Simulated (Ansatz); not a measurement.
CaO (rock salt, Fm-3m), LDA (plane waves, PAW; program Ansatz). The conduction-band minimum lies at X, with 3 equivalent valleys. Second derivatives d²E/dk² of the lowest band at one valley (eV·Å²), along Cartesian directions:

| direction | d²E/dk² |
|---|---|
| [100] | 5.529 |
| [010] | 18.82 |
| [001] | 18.82 |
| [110] | 12.17 |
| [101] | 12.17 |
| [011] | 18.81 |

Task: Find the principal effective masses, the density-of-states mass and the conductivity mass.

Result: Off-diagonal terms follow from H_xy = H[110] − (H_xx + H_yy)/2, and m*/mₑ = 7.620 eV·Å² over each eigenvalue: 0.40, 0.41, 1.4. One valley's DOS mass (m₁m₂m₃)^(1/3) = 0.61, conductivity mass 3/(Σ 1/mᵢ) = 0.53 mₑ.

Task: What effective density of states Nc follows at 300 K for parabolic valleys?

Result: Nc = 2.509e19 × 3 × (0.61)^(3/2) ≈ 3.6e19 cm⁻³.

Task: With the computed static dielectric constant 14.9 (mean of the diagonal), estimate a hydrogenic donor's binding energy and radius.

Result: E = 13.606 eV × 0.53/14.9² ≈ 32 meV; a = 0.529 Å × ε/m* ≈ 15 Å. Semilocal masses tend to be too small where the gap is.

Task: With ε∞ = 3.88 and ω_LO = 569 cm⁻¹, what Fröhlich coupling constant follows?

Result: α = (1/ε∞ − 1/ε0) √(m* × 13.606 eV/ħω_LO) = 1.9.

Symmetry was held in the LDA relaxation; phonons on a q-mesh show no instability.

Potentials: the earlier of the program's two PAW sets.
